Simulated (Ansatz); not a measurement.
Energies of structures of Be at several levels, each column relative to the first row (P6₃/mmc, hP2, hcp (Mg type)), in eV/atom. Geometries are relaxed with PBEsol (plane waves to 420 eV, PAW, scalar-relativistic; Ansatz, a program for electronic structure) unless a column says relaxed; all runs are Ansatz, PAW (cutoffs: r2SCAN on this geometry 500 eV). Columns compare only within themselves.

| structure | PBEsol | r2SCAN on this geometry |
|---|---|---|
| P6₃/mmc, hP2, hcp (Mg type) | 0.00 | 0.00 |
| Fm-3m, cF4, fcc (Cu type) | +0.08 | +0.09 |
| Im-3m, cI2, bcc (W type) | +0.10 | +0.10 |

At r2SCAN on this geometry the lowest of those computed is still P6₃/mmc, hP2, hcp (Mg type).

Each run could gain symmetry but not lose that of its start, so entries can be saddle points. From databases, or of a type measured for this composition: P6₃/mmc, hP2, hcp (Mg type); Im-3m, cI2, bcc (W type); the others are generated cells (placed on structure types, drawn at random, substituted or restacked) that were not matched to a known phase here. Energies are at zero temperature and pressure, without zero-point motion. The runs use different k-meshes, so differences are rounded accordingly. No spin polarisation in the result.
